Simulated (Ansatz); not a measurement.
Al in space group Fd-3m (No. 227; Al on 8a, Al on 16d) at seven volumes, r²SCAN (plane waves, PAW; program Ansatz), scaled uniformly. One row is withheld.

```json
[
 {"V (Å³/atom)": "15.225", "P (GPa)": "9.33"},
 {"V (Å³/atom)": "15.727", "P (GPa)": "?"},
 {"V (Å³/atom)": "16.229", "P (GPa)": "2.59"},
 {"V (Å³/atom)": "16.731", "P (GPa)": "0.00"},
 {"V (Å³/atom)": "17.233", "P (GPa)": "-2.19"},
 {"V (Å³/atom)": "17.735", "P (GPa)": "-4.04"},
 {"V (Å³/atom)": "18.237", "P (GPa)": "-5.58"}
]
```

**Question.** Fit the shown pressures and predict the withheld one.

**Answer.** Third-order Birch–Murnaghan: P = (3/2)B₀(x^(7/2) − x^(5/2))[1 + (3/4)(B′ − 4)(x − 1)] with x = (V₀/V)^(2/3). Least squares on the six rows gives V₀ = 16.730 Å³/atom, B₀ = 79.26 GPa, B′ = 4.70. At V = 15.727, x = 1.0421 and P = 5.67 GPa. The run itself gave 5.68 GPa.

The start of the workflow was typed in or built on a structure type; neither database checked (COD, Materials Project) lists it. It is not the phase usual at ambient conditions (space group No. 225). The r²SCAN relaxation kept the symmetry of its start; whether a distortion lowers the energy is not shown.

Potentials: the later of the program's two PAW sets.
